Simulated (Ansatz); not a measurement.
Density of states of a Fe₃Si₆Ag₁₁ cell (elements on a fcc lattice, relaxed), per eV and atom, broadened by Gaussian smearing of width 0.1 eV and averaged over bins of 0.2 eV, from 8 eV under the Fermi level at most up to where the solved bands end.

These are results of Ansatz, DFT PBE, scalar-relativistic, plane waves, PAW, not measurements.

Cutoff 420 eV; k points 3×4×4 on the computed 20-atom cell (Γ-centred); Gaussian smearing, width 0.10 eV; collinear spin from starting moments 0 0 0 0 0 0 4 4 4 0 0 0 0 0 0 0 0 0 0 0 μB.

```
Si Fe Ag
1.0
    -5.56124    4.06510    1.84277
     5.56100    4.06452   -1.84233
    -2.13817   -4.06508   -6.38162
Si Fe Ag
6 3 11
Direct
  0.11676 0.71900 0.83576
  0.33068 0.05717 0.38794
  0.43629 0.13025 0.11493
  0.50346 0.55872 0.06269
  0.96313 0.25043 0.21376
  0.98460 0.67847 0.11485
  0.34830 0.78993 0.13833
  0.08526 0.00384 0.08919
  0.74013 0.42077 0.16098
  0.99145 0.32542 0.91048
  0.58473 0.91880 0.91034
  0.08294 0.00831 0.72278
  0.24727 0.42937 0.67678
  0.16831 0.69571 0.48442
  0.52248 0.24021 0.76264
  0.71450 0.63989 0.72280
  0.62514 0.92436 0.54954
  0.39399 0.46082 0.32820
  0.78868 0.31602 0.48443
  0.86713 0.93377 0.32806
```

| E − E_F (eV) | total | Ag 4d | Fe 3d | Si 3p | Ag 5s |
| --- | --- | --- | --- | --- | --- |
| -7.95 | 0.005 | 0.001 | 0.000 | 0.000 | 0.000 |
| -7.75 | 0.019 | 0.006 | 0.001 | 0.003 | 0.001 |
| -7.55 | 0.370 | 0.122 | 0.017 | 0.054 | 0.028 |
| -7.35 | 0.110 | 0.036 | 0.005 | 0.016 | 0.008 |
| -7.15 | 0.000 | 0.000 | 0.000 | 0.000 | 0.000 |
| -6.95 | 0.000 | 0.000 | 0.000 | 0.000 | 0.000 |
| -6.75 | 0.030 | 0.010 | 0.001 | 0.010 | 0.007 |
| -6.55 | 0.397 | 0.154 | 0.010 | 0.123 | 0.085 |
| -6.35 | 0.710 | 0.361 | 0.018 | 0.189 | 0.108 |
| -6.15 | 1.132 | 0.782 | 0.022 | 0.196 | 0.101 |
| -5.95 | 1.862 | 1.483 | 0.026 | 0.199 | 0.119 |
| -5.75 | 1.899 | 1.603 | 0.022 | 0.154 | 0.090 |
| -5.55 | 2.114 | 1.842 | 0.025 | 0.146 | 0.070 |
| -5.35 | 2.350 | 2.082 | 0.029 | 0.139 | 0.065 |
| -5.15 | 2.072 | 1.838 | 0.029 | 0.116 | 0.056 |
| -4.95 | 2.228 | 1.995 | 0.037 | 0.115 | 0.047 |
| -4.75 | 2.197 | 1.969 | 0.040 | 0.105 | 0.048 |
| -4.55 | 1.960 | 1.754 | 0.039 | 0.089 | 0.045 |
| -4.35 | 2.094 | 1.888 | 0.045 | 0.084 | 0.042 |
| -4.15 | 2.120 | 1.922 | 0.047 | 0.072 | 0.040 |
| -3.95 | 2.069 | 1.869 | 0.051 | 0.071 | 0.036 |
| -3.75 | 1.594 | 1.406 | 0.048 | 0.066 | 0.034 |
| -3.55 | 1.225 | 1.008 | 0.059 | 0.074 | 0.041 |
| -3.35 | 0.811 | 0.589 | 0.064 | 0.079 | 0.037 |
| -3.15 | 0.609 | 0.338 | 0.088 | 0.102 | 0.042 |
| -2.95 | 0.578 | 0.251 | 0.130 | 0.117 | 0.038 |
| -2.75 | 0.553 | 0.198 | 0.139 | 0.130 | 0.046 |
| -2.55 | 0.568 | 0.173 | 0.156 | 0.148 | 0.051 |
| -2.35 | 0.520 | 0.141 | 0.154 | 0.140 | 0.046 |
| -2.15 | 0.496 | 0.111 | 0.167 | 0.126 | 0.051 |
| -1.95 | 0.554 | 0.104 | 0.219 | 0.136 | 0.052 |
| -1.75 | 0.655 | 0.097 | 0.304 | 0.133 | 0.064 |
| -1.55 | 0.715 | 0.085 | 0.396 | 0.123 | 0.054 |
| -1.35 | 0.932 | 0.095 | 0.566 | 0.140 | 0.061 |
| -1.15 | 1.027 | 0.090 | 0.658 | 0.147 | 0.057 |
| -0.95 | 0.874 | 0.069 | 0.564 | 0.119 | 0.052 |
| -0.75 | 0.733 | 0.059 | 0.440 | 0.117 | 0.048 |
| -0.55 | 0.594 | 0.048 | 0.321 | 0.105 | 0.048 |
| -0.35 | 0.463 | 0.038 | 0.229 | 0.088 | 0.043 |
| -0.15 | 0.429 | 0.035 | 0.193 | 0.095 | 0.040 |
| 0.05 | 0.364 | 0.030 | 0.154 | 0.086 | 0.035 |
| 0.25 | 0.377 | 0.029 | 0.154 | 0.095 | 0.036 |
| 0.45 | 0.344 | 0.025 | 0.145 | 0.090 | 0.031 |
| 0.65 | 0.302 | 0.023 | 0.108 | 0.085 | 0.034 |
| 0.85 | 0.407 | 0.031 | 0.136 | 0.124 | 0.047 |
| 1.05 | 0.394 | 0.027 | 0.135 | 0.119 | 0.046 |
| 1.25 | 0.430 | 0.028 | 0.139 | 0.136 | 0.050 |
| 1.45 | 0.394 | 0.025 | 0.108 | 0.125 | 0.059 |
| 1.65 | 0.362 | 0.022 | 0.086 | 0.113 | 0.060 |
| 1.85 | 0.357 | 0.020 | 0.074 | 0.110 | 0.063 |
| 2.05 | 0.353 | 0.019 | 0.059 | 0.110 | 0.078 |
| 2.25 | 0.378 | 0.020 | 0.059 | 0.117 | 0.086 |
| 2.45 | 0.350 | 0.017 | 0.053 | 0.106 | 0.076 |
| 2.65 | 0.473 | 0.022 | 0.061 | 0.146 | 0.108 |
| 2.85 | 0.436 | 0.019 | 0.054 | 0.139 | 0.100 |
| 3.05 | 0.318 | 0.013 | 0.033 | 0.096 | 0.080 |
| 3.25 | 0.398 | 0.014 | 0.034 | 0.115 | 0.100 |

The columns after the total are the largest Löwdin projections on the valence shells of the potentials, so they needn't add up, and the weight of a shell that a potential lacks goes to other orbitals. The cell has no gap on the mesh.

The relaxation stopped before its thresholds.

The k mesh is coarse. Only parallel moments were tried here.

Cost: 2 runs of about 61 core-minutes in all (earlier runs that led there not counted), on Intel Xeon Platinum 8259CL (Skylake/Cascade Lake) (shared hosts).